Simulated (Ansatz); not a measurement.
Cu₁₂Sb₄S₁₃:
```xyz
29
Lattice="-5.1515 5.1515 5.1515 5.1515 -5.1515 5.1515 5.1515 5.1515 -5.1515" Properties=species:S:1:pos:R:3 pbc="T T T"
Cu     0.0000     0.0000     2.2899
Cu     0.0000     0.0000     8.0131
Cu     2.2899     0.0000     0.0000
Cu     8.0131     0.0000     0.0000
Cu     0.0000     2.2899     0.0000
Cu     0.0000     8.0131     0.0000
Cu     0.0000     5.1515     2.5758
Cu     5.1515     0.0000     2.5758
Cu     2.5758     0.0000     5.1515
Cu     2.5758     5.1515     0.0000
Cu     5.1515     2.5758     0.0000
Cu     0.0000     2.5758     5.1515
Sb    -2.7985     2.7985     2.7985
Sb     2.7985     2.7985    -2.7985
Sb     2.7985    -2.7985     2.7985
Sb     2.3531     2.3531     2.3531
S      3.7600    -1.1990     1.1990
S      3.9525     1.3915     3.9525
S      6.5430     1.1990     1.1990
S      1.1990     3.7600    -1.1990
S      3.7600     1.1990    -1.1990
S     -1.1990     3.7600     1.1990
S      1.3915     3.9525     3.9525
S      1.1990     6.5430     1.1990
S      3.9525     3.9525     1.3915
S     -1.1990     1.1990     3.7600
S      1.1990    -1.1990     3.7600
S      1.1990     1.1990     6.5430
S      0.0000     0.0000     0.0000
```

Relaxed with r²SCAN. Special points in fractions of this cell's reciprocal vectors: Γ (0.000, 0.000, 0.000); H (0.500, -0.500, 0.500); N (0.000, 0.000, 0.500); P (0.250, 0.250, 0.250).

Problem. List the band energies nearest the Fermi level at these points for DFT-r²SCAN in the program Ansatz with PAW potentials.

Solution. In eV from the Fermi level; about four levels below and three above (degenerate sets whole), none deeper than 8.9 eV; points with the same levels are listed once.

```tsv
k	below	above
Γ	-0.80 -0.80 -0.80 -0.80 -0.80 -0.80 -0.29 -0.29 -0.29	0.10 0.10 0.10 0.10
H	-0.31 -0.31 -0.31 -0.22 -0.22 -0.22	1.63 1.63 2.22
N	-0.21 -0.11 -0.06 -0.06	1.89 2.07 2.20
P	-0.42 -0.42 -0.42 -0.25 -0.25	0.02 0.02 0.02
```

Space group I-43m. The first step of the workflow began from a Materials Project structure, measured or hypothetical; the Crystallography Open Database files this formula in space group No. 217, but the cells were not matched. Whether it is the stable phase at ambient conditions was not checked. The cell was relaxed with r²SCAN under the symmetry of its start; its stability against distortions is not shown here. No spin polarisation was allowed. Spin–orbit coupling is left out wherever it is not named.

Potentials: the later of the program's two PAW sets.
